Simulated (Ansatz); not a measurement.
# Kick test of a cell of SiP5

It was reached by relaxing an invented guess, and it needn't be the stable form of this composition.

These are results of Ansatz 0.2.0, DFT PBE, scalar-relativistic, plane waves, PAW, not measurements. Plane waves to 420 eV, a k mesh through Γ of 8×8×10 on the computed 6-atom cell and Gaussian smearing (0.10 eV); no spin polarisation.

The cell below (6 atoms, space group Cm (No. 8)) is relaxed within its symmetry.

```xyz
6
Lattice="2.9874 -5.1963 0.0091 2.9874 5.1963 0.0091 -2.0032 0.0000 3.1911" Properties=species:S:1:pos:R:3 pbc="T T T"
Si    3.9826    0.0000    3.0763
P     2.9822    1.7339    0.0470
P     1.9650    3.5057    1.1390
P     2.9822   -1.7339    0.0470
P     1.9650   -3.5057    1.1390
P     2.0323    0.0000    1.1544
```

For the test a repeat of it with 12 atoms (edges 5.97, 5.99, 6.70 Å) was strained at random (σ = 1.5 % a component), the atoms were moved at random (σ = 0.10 Å), and all was relaxed again on a coarse 4×4×4 mesh (in the run’s order of axes) with 0.20 eV smearing, with no symmetry imposed.

An odd number of electrons in the primitive cell allows no gap without spin; a larger cell or a magnetic state could open one. The cell is a metal run without spin; a magnetic state may lie lower.

Q: Does it come back?

A: It returns, within 1 meV/atom of the unmoved cell on that mesh and with the same symmetry when read at 0.1 Å (P1 at 0.01 Å, so small strains and shifts remain). So it is stable against the distortions that fit this cell and that this random move excites. Modes that don't fit the cell aren't tested.
